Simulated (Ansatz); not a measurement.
The relaxed structure here is a generated cell of CsPbBr3: the first start was made by a random draw of sites in a space group, and the end was not matched to a known phase here, so it may be hypothetical. Known forms of CsPbBr3 include space group No. 62, 221.

The end point of a relaxation of CsPbBr3. The numbers are results of PBEsol (plane waves to 420 eV, PAW, scalar-relativistic; Ansatz, a program for electronic structure), not measurements.

```xyz
10
Lattice="-3.9535 7.9240 3.6627 3.9535 -7.9240 3.6627 3.9535 7.9240 -3.6627" Properties=species:S:1:pos:R:3 pbc="T T T"
Br     1.9768     5.8334    -1.8313
Br     1.9768    10.0147     1.8313
Br    -1.9768    10.0147     1.8313
Br     1.9768    -2.0907     1.8313
Br    -1.9768     3.9620     1.8313
Br     1.9768     3.9620     1.8313
Cs     0.0000     7.9240     0.0000
Cs     0.0000     0.0000     0.0000
Pb     3.9535     3.9620    -0.4391
Pb     0.0000     3.9620     4.1018
```

**Question.** Determine the symmetry and give the standard cell with its independent sites.

**Answer.** Space group Imma (No. 74); a = 7.9071 Å, b = 15.8480 Å, c = 7.3254 Å, α = 90.00°, β = 90.00°, γ = 90.00°

```tsv
atom	site	symmetry	x	y	z
Br	8g	.2.	0.2500	0.1319	0.2500
Br	4d	.2/m.	0.2500	0.2500	0.7500
Cs	4a	2/m..	0.0000	0.0000	0.0000
Pb	4e	mm2	0.0000	0.2500	0.4401
```

**Question.** Give the shortest distances between elements (the closest pairs, up to four, under 3.6 Å).

**Answer.** Br–Pb 3.01 Å; Br–Cs 3.41 Å.

| Property | Value |
|---|---|
| Volume per atom | 45.90 Å³ |
| Density | 4.20 g/cm³ |
| Band gap | 2.31 eV, indirect (valence top at Γ, conduction bottom at S) (no spin-orbit coupling) |
| Smallest direct gap | 2.38 eV at G0 |

No spin polarisation in the result. Without spin-orbit coupling the bands of the heavy element are not split, so the gap can be far off.

The run could not lose the symmetry of its start: the end is stationary, and may be a saddle point rather than a minimum.
